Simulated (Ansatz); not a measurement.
YPd₃:
```
YPd3
1.0
    4.09501     0.00000     0.00000
    0.00000     4.09501     0.00000
    0.00000     0.00000     4.09501
Y Pd
1 3
Direct
  0.00000   0.00000   0.00000
  0.50000   0.50000   0.00000
  0.00000   0.50000   0.50000
  0.50000   0.00000   0.50000
```

Relaxed with r²SCAN. Special points in fractions of this cell's reciprocal vectors: Γ (0.000, 0.000, 0.000); X (0.000, 0.500, 0.000); M (0.500, 0.500, 0.000); R (0.500, 0.500, 0.500).

Task: List the band energies nearest the Fermi level at these points for r²SCAN (plane waves, PAW; program Ansatz).

Result: In eV from the Fermi level; about four levels below and three above (degenerate sets whole), none deeper than 8.9 eV; points with the same levels are listed once.

```json
[
 {"k": "Γ", "below": "-0.60 -0.12 -0.12 -0.12", "above": "3.75 3.75 3.75"},
 {"k": "X", "below": "-1.73 -1.49 -0.99 -0.12", "above": "2.39 2.39 3.00"},
 {"k": "M", "below": "-1.95 -1.95 -1.77 -1.41 -0.69", "above": "2.08 2.08 3.19 3.19"},
 {"k": "R", "below": "-2.10 -2.10 -0.45 -0.45 -0.45", "above": "0.98 1.88 1.88 1.88"}
]
```

Space group Pm-3m (Cu3Au type). The workflow started from a Materials Project entry (that database holds measured and hypothetical structures alike); the Crystallography Open Database files this formula in space group No. 221, but the cells were not matched. Whether it is the stable phase at ambient conditions was not checked. The cell was relaxed with r²SCAN under the symmetry of its start; whether a distortion lowers the energy is not shown. The run is not spin-polarised. Scalar-relativistic: spin–orbit coupling is off unless named, which matters more the heavier the elements.

Potentials: the later of the program's two PAW sets.
